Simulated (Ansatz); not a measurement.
# PbF₂: stable or not

The cell was found from a structure generator's guess, not taken from experiment.

Level of theory: Ansatz, DFT PBE, scalar-relativistic, plane waves, PAW. Cutoff 420 eV, Γ-centred 6×6×1 mesh (3-atom cell), Gaussian smearing of 0.02 eV, no spin polarisation.

This is a two-dimensional sheet: the third axis spans vacuum and isn't periodic.

```xyz
3
Lattice="4.3854 0.0000 0.0000 0.0000 4.3854 0.0000 0.0000 0.0000 26.7699" Properties=species:S:1:pos:R:3 pbc="T T F"
Pb    2.1927    2.1927    8.2157
F     0.0000    2.1927    7.5209
F     2.1927    0.0000    7.5209
```

The zero of energy is the elements' standard structures at the same level (F₂ as a molecule); no fitted shifts are applied.

Question: These tests were run: energy against the elements; phonons on a 3×3×1 q mesh. What do they show?

Answer:

```csv
test,result
energy against the elements,−2.062 eV/atom
phonons on a 3×3×1 q mesh,imaginary modes down to 28i cm⁻¹
```

It fails one test: phonons on a 3×3×1 q mesh. So it isn't even a local minimum.

Spin–orbit coupling, which can matter for Pb, is left out. The run for the phonons used a 6×6×1 k mesh.
